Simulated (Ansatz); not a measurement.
InTe:
```
InTe
1.0
    0.00000     3.04832     3.04832
    3.04832     0.00000     3.04832
    3.04832     3.04832     0.00000
In Te
1 1
Direct
  0.00000   0.00000   0.00000
  0.50000   0.50000   0.50000
```

Relaxed with LDA. Special points in fractions of this cell's reciprocal vectors: Γ (0.000, 0.000, 0.000); X (0.500, 0.000, 0.500); U (0.625, 0.250, 0.625); K (0.375, 0.375, 0.750); L (0.500, 0.500, 0.500); W (0.500, 0.250, 0.750).

### Question
List the band energies nearest the Fermi level at these points for LDA (plane waves, PAW; program Ansatz).

### Answer
In eV from the Fermi level; about four levels below and three above (degenerate sets whole), none deeper than 8.9 eV; points with the same levels are listed once.

```tsv
k	below	above
Γ	-2.22 -1.63 -1.63 -1.63	5.36 5.36 5.36
X	-5.41 -4.11 -3.34 -3.34	2.75 7.03 7.03
U	-5.88 -4.95 -2.79 -1.46	4.08 4.87 5.90
L	-7.17 -1.34 -1.34	1.10 1.95 1.95
W	-5.64 -4.55 -4.55	0.40 2.60 5.38 5.38
```

Space group Fm-3m (rock salt). The workflow started from a Materials Project entry (that database holds measured and hypothetical structures alike); the Crystallography Open Database files this formula in space group No. 225, but the cells were not matched. Whether it is the stable phase at ambient conditions was not checked. The LDA relaxation kept the symmetry of its start; its stability against distortions is not shown here. With an odd number of electrons in the cell and no spin polarisation, the count alone makes it a metal. Spin–orbit coupling is left out wherever it is not named.

Potentials: the later of the program's two PAW sets.
